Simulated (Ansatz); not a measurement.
A generator proposed this cell of B₂P.

```
CELL_PARAMETERS angstrom
3.07978 0.00000 0.00000
0.22805 3.69234 0.00000
0.88270 1.49288 4.26702
ATOMIC_POSITIONS crystal
B 0.28051 0.28177 0.81850
B 0.79353 0.52227 0.67176
B 0.20647 0.47773 0.32824
B 0.71949 0.71823 0.18150
P 0.87163 0.98032 0.75437
P 0.12837 0.01968 0.24563
```

Level of theory: Ansatz, DFT PBE, scalar-relativistic, plane waves, PAW. Cutoff 420 eV; k points 6×6×4 on the computed 6-atom cell (Γ-centred); Gaussian smearing, width 0.10 eV; no spin polarisation.

Energies over the elements count from the elements' standard structures at the same level, with no fitted energy shifts. The references include black phosphorus.

Question: Estimate its pressure, forces and energy as it stands.

Answer: The pressure is 43.0 GPa (the mean over three directions, positive in compression), the largest force is 2.95 eV/Å, and the energy is +1.06 eV/atom against the elements. The shortest distance is 1.76 Å.

Question: How much does it gain on relaxing, and where does it end?

Answer: Relaxing gains about 0.83 eV/atom (the start's value is from the coarse mesh, so the gain is rough) in 19 ionic steps and ends at +0.23 eV/atom on the finer mesh. The symmetry goes from P-1 (No. 2) to C2/m (No. 12). The volume per atom grows by 24.4 %, from 8.1 to 10.1 Å³. The shortest distance goes from 1.76 Å (B–B) to 1.71 Å (B–B). Conventional cell: a = 11.205 Å, b = 3.035 Å, c = 3.645 Å, β = 103.2°. B on its first site has 2 B at 1.84 Å and 3 P at 2.00–2.01 Å; B on its second site is surrounded by 1 B at 1.71 Å, 2 B at 1.84 Å, 1 P at 1.93 Å and 1 P at 2.15 Å; around P lie 4 B at 1.93–2.01 Å and 1 B at 2.15 Å.

The last run used a 12×12×10 mesh (in the run's order of axes) for its 6-atom cell and Gaussian smearing of 0.10 eV. The reference form of P is held partly by dispersion forces, which this level lacks. The relaxation can't lower the symmetry of the start. A later test with randomly moved atoms came back to the same energy, though modes that don't fit the test's cell weren't probed.
